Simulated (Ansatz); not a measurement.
**V2O5 as a free-standing sheet: computed properties**

V₂O₅:
```xyz
14
Lattice="3.5268 0.0000 0.0000 0.0000 6.2521 0.0000 0.0000 0.0000 40.0000" Properties=species:S:1:pos:R:3 pbc="T T F"
V      0.8817     4.6400    17.9946
V      0.8817     1.2155    19.2866
O      2.6451     4.6255    18.6090
O      0.8817     0.2489    17.8666
O      0.8817     2.7478    18.7397
O      2.6451     0.9107    19.7709
O      0.8817     4.2363    16.4923
V      2.6451     1.6120    22.0054
V      2.6451     5.0365    20.7134
O      0.8817     1.6266    21.3910
O      2.6451     6.0031    22.1334
O      2.6451     3.5042    21.2603
O      0.8817     5.3413    20.2291
O      2.6451     2.0158    23.5077
```
Free-standing layer in the xy plane with vacuum along z and no interaction between images.

Method: the program Ansatz at the r²SCAN+D4 level (PAW). Lattice and atoms are relaxed at this level; other levels are named.

Structure:

```yaml
In-plane lattice: a = 3.527 Å, b = 6.252 Å
distance_between_the_outermost_nuclei: 7.02 Å
exfoliation_energy_from_the_relaxed_bulk_parent: 20 meV/Å²
```

Electronic structure:

```yaml
band_gap: 1.93 eV (indirect)
valence_band_maximum: on the S–Y line, 10 % of the way from S
conduction_band_minimum: at Γ
Ionisation potential (Kohn–Sham): 9.16 eV
Electron affinity (Kohn–Sham): 7.23 eV
Electron effective mass, in the valley at Γ: 0.51 along x, 1.3 along y (mₑ)
Hole effective mass, in the valley on the S–Y line, 10 % of the way from S: 2.8 along x, 6.7 along y (mₑ)
HSE06 gap on the r²SCAN+D4 cell: 3.02 eV
HSE06 ionisation potential: 9.84 eV
```

Charges:

```yaml
bader_charges: V +2.31 to +2.33, O -1.14 to -0.63 e
```

Space group P2_1/m. The layer was cut from a bulk entry of the Materials Project (measured or hypothetical); whether that bulk phase is the ambient one, and whether the layer has been isolated, was not checked. The r²SCAN+D4 relaxation kept the symmetry of its start; whether a distortion lowers the energy is not shown. The workflow began spin-polarised and lost its moments. No Hubbard U is applied.

Potentials: the later of the program's two PAW sets.
